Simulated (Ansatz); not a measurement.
One crystal and one scan (frozen-phonon scan) at two levels, r2SCAN (plane waves to 500 eV, PAW, scalar-relativistic; Ansatz, a quantum-chemistry and plane-wave program) and PBE (plane waves to 420 eV, PAW, scalar-relativistic; Ansatz), each from its own relaxed cell and on its own mesh. The cell shown is that of r2SCAN.

BAs (zinc blende)

```yaml
crystal:
  lattice:
    - [0.00000, 4.78390, 4.78390]
    - [2.39195, 2.39195, 4.78390]
    - [2.39195, 2.39195, 0.00000]
  atoms:
    - { symbol: As, position: [0.00000, 0.75000, 0.75000] }
    - { symbol: As, position: [0.50000, 0.75000, 0.75000] }
    - { symbol: B, position: [0.00000, 0.00000, 0.00000] }
    - { symbol: B, position: [0.50000, 0.00000, 0.00000] }
```

A phonon eigenvector at X = (0.5, 0.5, 0.0) is frozen into this cell: atom i moves by Q times the vector below, so Q is the largest atomic displacement, in Å. The cell is held. It is one choice among 2 degenerate patterns. (q is in reciprocal vectors of the primitive cell; the cell shown is doubled to hold the pattern.)

```
atom       x       y      z
----  ------  ------  -----
As1   -0.104   0.000  0.000
As2    0.104   0.000  0.000
B3     0.000   1.000  0.000
B4     0.000  -1.000  0.000
```

BAs was relaxed with its symmetry unable to fall. Percentages come from the unrounded values. Both scans cover Q from -0.280 to 0.280 Å.

Results of r2SCAN:

```
Property                                                                                                                                          Result
----------------------------------------------------------------------------------------  --------------------------------------------------------------
Lattice constant a (Å)                                                                                                                             4.784
Energy at Q = 0.280 Å (meV/cell)                                                                                                                    1284
Harmonic wavenumber from the curvature (finite differences) (cm⁻¹ (negative: imaginary))                                                             627
Space group of the distorted cell                                                                                    C222_1 (No. 20), lowered from F-43m
Symmetry of the curve                                                                                                      even: the same for both signs
Shape of the curve                                                                        a single well with its minimum at or next to zero displacement
```

Q: What does PBE give for the same quantities?

A: 
```tsv
quantity	PBE	r2SCAN − PBE
Lattice constant a (Å)	4.809	-0.025 (-0.5 %)
Energy at Q = 0.280 Å (meV/cell)	1219	+65 (+5.4 %)
Harmonic wavenumber from the curvature (finite differences) (cm⁻¹ (negative: imaginary))	610	+17 (+2.7 %)
```

r2SCAN gives the higher value for: energy at Q = 0.280 Å; harmonic wavenumber from the curvature. r2SCAN gives the lower value for: lattice constant a. Both give the same space group of the distorted cell: C222_1 (No. 20), lowered from F-43m. Neither level is exact: the differences show how much the result hangs on the functional.

(A displaced cell: forces are minus the slopes of the energy, force constants its curvatures, and phonons follow from these.)
